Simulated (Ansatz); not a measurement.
# NaLaMnMoO6: changing the functional

```
Na La Mn Mo O
1.0
     3.79453   -3.84926   -0.00008
     3.79453    3.84926   -0.00008
    -0.04604    0.00000    8.22029
Na La Mn Mo O
2 2 2 2 12
Direct
  0.50640 0.49360 0.75000
  0.49360 0.50640 0.25000
  0.01239 0.98761 0.75000
  0.98761 0.01239 0.25000
  0.00000 0.50000 0.50000
  0.50000 0.00000 0.00000
  0.50000 0.00000 0.50000
  0.00000 0.50000 0.00000
  0.54302 0.05203 0.73247
  0.45698 0.94797 0.26753
  0.27994 0.71875 0.54832
  0.72006 0.28125 0.45168
  0.79897 0.79494 0.49934
  0.20103 0.20506 0.50066
  0.05203 0.54302 0.23247
  0.94797 0.45698 0.76753
  0.79494 0.79897 0.99934
  0.20506 0.20103 0.00066
  0.28125 0.72006 0.95168
  0.71875 0.27994 0.04832
```

The cell comes from a database or a generator and needn't be the stable form of this composition.

Kept alike: task band structure; k mesh 5 × 5 × 4; occupations fermi-dirac, width 0.05 eV; collinear spin, ferromagnetic start. Program: Ansatz, Ansatz PAW. Cutoffs run from 420 to 500 eV. The mesh is that of the run's cell of 20 atoms. No spin-orbit coupling.

| functional | pressure (GPa) | largest site moment (μB) |
| --- | --- | --- |
| BLYP | 5.29 | 2.97 |
| LDA | -11.63 | 2.94 |
| PBE | 0.00 | 3.04 |
| PBEsol | -6.20 | 3.02 |
| RPBE | 4.46 | 3.09 |
| r2SCAN | -2.54 | 3.35 |
| revPBE | 3.33 | 3.08 |

Pressure is positive in compression, with a Pulay correction for the finite cutoff. For a metal such a mesh leaves the last digits unconverged. The runs hold the magnetic state that their start led to, which needn't be the lowest. Site moments count inside each atom's sphere or projector. All rows use potentials made for PBE.

Question: What does the functional change here?

Answer: The pressure runs from -11.63 (LDA) to 5.29 GPa (BLYP). From PBE: BLYP +5.29; LDA -11.63; PBEsol -6.20; RPBE +4.46; r2SCAN -2.54; revPBE +3.33. The largest site moment runs from 2.94 (LDA) to 3.35 μB (r2SCAN). From PBE: BLYP -0.07; LDA -0.10; PBEsol -0.02; RPBE +0.05; r2SCAN +0.31; revPBE +0.04.
